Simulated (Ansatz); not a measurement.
## Electric field gradients in CaSiO₃

The cell is a computed structure from the Materials Project (it need not be an observed phase), atoms as given.

Space group P-1 (No. 2); a = 6.7405, b = 6.7860, c = 9.4121 Å, α = 69.27°, β = 83.66°, γ = 75.81°.

```csv
site,Wyckoff,site symmetry,x,y,z
Ca1,2i,1,0.9222,0.5840,0.6629
Ca3,2i,1,0.5885,0.2383,0.6508
Ca5,2i,1,0.7635,0.7431,0.0004
Si7,2i,1,0.0386,0.0240,0.7004
Si9,2i,1,0.2700,0.7721,0.9840
Si11,2i,1,0.3871,0.6651,0.7055
O13,2i,1,0.2379,0.9055,0.6139
O15,2i,1,0.9530,0.2732,0.5983
O17,2i,1,0.8559,0.8926,0.7373
O19,2i,1,0.1342,0.0043,0.8635
O21,2i,1,0.6121,0.1594,0.9073
O23,2i,1,0.8711,0.4017,0.9388
O25,2i,1,0.7360,0.5259,0.2577
O27,2i,1,0.4187,0.3778,0.4062
O29,2i,1,0.5498,0.3099,0.1362
```

One atom of each set is listed.

Computed with Ansatz: DFT, PBE, plane waves and PAW, scalar-relativistic, 420 eV cutoff, Γ-centred 3×3×2 k-points, Fermi–Dirac smearing 0.02 eV.

Conventions: |V_zz| ≥ |V_yy| ≥ |V_xx|, η = (V_xx − V_yy)/V_zz, C_Q = eQV_zz/h.

⁴³Ca: I = 7/2, Q = -40.80 mb; ¹⁷O: I = 5/2, Q = -25.58 mb. Nuclear quadrupole moments: year-2017 set (Pyykkö).

```tsv
site	atoms	first shell	V_xx, V_yy, V_zz (10²¹ V/m²)	η	C_Q (MHz)
Ca1	2	6 O at 2.35–2.48 Å	-0.33, -1.75, 2.08	0.68	-2.05
Ca3	2	6 O at 2.30–2.63 Å; also 1 O at 3.01 Å	-0.010, -3.82, 3.83	0.99	-3.78
Ca5	2	8 O at 2.36–2.75 Å	-0.52, -2.86, 3.38	0.69	-3.33
Si7	2	4 O at 1.62–1.68 Å	-0.58, -2.50, 3.08	0.63	–
Si9	2	4 O at 1.61–1.70 Å	0.11, 4.07, -4.18	0.95	–
Si11	2	4 O at 1.62–1.68 Å	-0.91, -2.05, 2.95	0.39	–
O13	2	2 Si at 1.68 Å, angle 122°; also 2 Ca at 3.01–3.29 Å	-1.32, -5.88, 7.20	0.63	-4.45
O15	2	1 Si at 1.62 Å; also 3 Ca at 2.35–2.50 Å	-1.32, -2.98, 4.29	0.39	-2.66
O17	2	1 Si at 1.63 Å; also 3 Ca at 2.36–2.51 Å	-1.64, -2.94, 4.58	0.28	-2.83
O19	2	2 Si at 1.68–1.69 Å, angle 124°; also 2 Ca at 2.72–3.30 Å	-1.05, -6.32, 7.37	0.72	-4.56
O21	2	1 Si at 1.61 Å, 1 Ca at 2.30 Å; also 2 Ca at 2.59–2.61 Å	-1.81, -2.85, 4.66	0.22	-2.88
O23	2	1 Si at 1.62 Å; also 3 Ca at 2.47–2.50 Å	-2.27, -2.44, 4.71	0.04	-2.91
O25	2	1 Si at 1.62 Å; also 3 Ca at 2.36–2.63 Å	-1.72, -2.61, 4.33	0.21	-2.68
O27	2	1 Si at 1.62 Å; also 3 Ca at 2.39–2.46 Å	-1.08, -2.81, 3.89	0.44	-2.41
O29	2	2 Si at 1.67–1.70 Å, angle 122°; also 1 Ca at 2.75 Å	-0.78, -6.54, 7.32	0.79	-4.53
```

At O15, O17, O23, O25 and O27 V_zz points along its bond to Si (within 8°) in each case. At O13 and O19 V_zz runs parallel to the line that joins its two neighbours (within 2°) in each case. At O21 V_zz points along the shorter of its two bonds, to Si (within 3°).

Si has no stable isotope with a ground-state quadrupole moment in the table, so no C_Q is given.

Where η is near 1 the sign of V_zz means little.
